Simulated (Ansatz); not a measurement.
Input and command of a plane-wave DFT calculation in Ansatz:

```yaml
crystal:
  lattice:
    - [-1.5973, 1.5973, -1.5973]
    - [-1.5973, -1.5973, 1.5973]
    - [0.0, 9.5711805153, 9.5711805153]
  atoms:
    - { symbol: W, position: [0.0, 0.0, 0.5841024512] }
    - { symbol: W, position: [0.5, 0.5, 0.0834432073] }
    - { symbol: W, position: [0.0, 0.0, 0.2503296219] }
    - { symbol: W, position: [0.5, 0.5, 0.4172160366] }
basis:
  ecutwfc: 420
kpoints:
  mp_grid: { grid: [18, 18, 5] }
hamiltonian:
  xc: lda
scf:
  occupations: { method: gaussian, width: 0.15 }
output:
  forces: true
  stress: true
  eigenvalues: true
```

```bash
ansatz run input.yaml --threads 2 --pin off --max-ram 5120MiB --backend cpu --events-out ev --progress --plain --runs-dir out
```

Processor: Intel(R) Xeon(R) 6975P-C (Granite Rapids), 2 threads, on a host shared with other jobs.

Question: Estimate time, memory and problem size.

Answer: About 11 s on 2 threads of Intel(R) Xeon(R) 6975P-C (Granite Rapids), with other jobs on the host, peak memory 0.83 GiB. It solves 34 bands at 273 k points (the mesh reduced by symmetry) with about 1935 plane waves, in 7 SCF iterations.
